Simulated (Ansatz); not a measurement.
**In$_{3}$Se: energy along a strain**

In$_{3}$Se, Pm-3m, a = 4.701 Å. The structure is a Materials Project entry; whether it is the stable form wasn't checked. Ansatz: PBE+D3(BJ), PAW, 420 eV, Γ-centred 10×10×10 mesh on 4 atoms, Gaussian smearing 0.15 eV; no spin polarisation. Cell vectors (Å): 4.701 0.000 0.000; 0.000 4.701 0.000; 0.000 0.000 4.701. The cell is strained by x per cent times the pattern (0 0 0 1 0 0) in the order xx yy zz yz xz xy (engineering shears), with fractional coordinates held. y is the free energy over the start, V0 = 25.971 Å³/atom. Symmetry makes y even in x. Points with a strain past 8.5 % were computed too (2) and aren't used here.

| x (%) | y (meV/atom) |
| --- | --- |
| -5.00 | 1.96 |
| 0.00 | 0.00 |
| 1.25 | ? |
| 2.50 | 0.46 |
| 3.75 | 1.06 |
| 6.25 | 3.21 |
| 7.50 | 4.83 |

Task: Fit y = c2 x² + c4 x⁴ to the other rows, get the stiffness along the pattern, and predict the missing energy.

Result: Least squares on the rows shown. y = 0.07259 x² + 0.0002374 x⁴. The clamped-ion stiffness p·C·p = 2 × 0.7259 eV × 160.2 / 25.971 Å³ = 9.0 GPa, which is C44 in these axes. At x = 1.25 the fit asked for gives 0.11 meV/atom. The run gave 0.11 meV/atom, the same to the digits shown.

Spin polarisation was left out, and a magnetic state may lie lower.